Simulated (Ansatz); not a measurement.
## Data sheet: BaAu₂ (DFT)

BaAu2 in space group P6/mmm (No. 191; Ba on 1a, Au on 2d), a = 4.845 Å, b = 4.845 Å, c = 4.186 Å, α = 90.00°, β = 90.00°, γ = 120.00°.

Space group P6/mmm (No. 191); conventional cell a = 4.845 Å, b = 4.845 Å, c = 4.186 Å, α = 90.00°, β = 90.00°, γ = 120.00°.

Method: DFT-r²SCAN in the program Ansatz with PAW potentials. Structure relaxed to zero pressure with the same functional. Other levels are named where they apply.

Cell and energy:

| Quantity | Result |
|---|---|
| Volume per atom | 28.37 Å³ |
| Density | 10.37 g/cm³ |
| Formation energy from the elements (no fitted shifts) | -0.82 eV/atom |

Electronic structure:

| Item | Value |
|---|---|
| Electronic character | metallic (no gap) |
| Density of states at the Fermi level | 0.27 states/eV per atom (mean over ±0.08 eV) |
| Gap with spin–orbit coupling | none (metallic) |

Mechanics:

| Property | Value |
|---|---|
| Bulk modulus (Birch–Murnaghan fit) | 44.9 GPa |
| Pressure derivative B′ | 3.5 |

Charges:

| Quantity | Value |
|---|---|
| Bader charges | Ba +1.38, Au -0.69 e |

The workflow started from an entry of the Crystallography Open Database (COD). Its standing as an ambient phase is unchecked. The r²SCAN relaxation kept the symmetry of its start; whether a distortion lowers the energy is not shown. Axis ratios of metals converge slowly with the k-mesh, so a and c are less sure than the volume. The references are the lowest solids computed at this level, not always the standard phases. Spin–orbit coupling is left out wherever it is not named.

Potentials: the later of the program's two PAW sets.
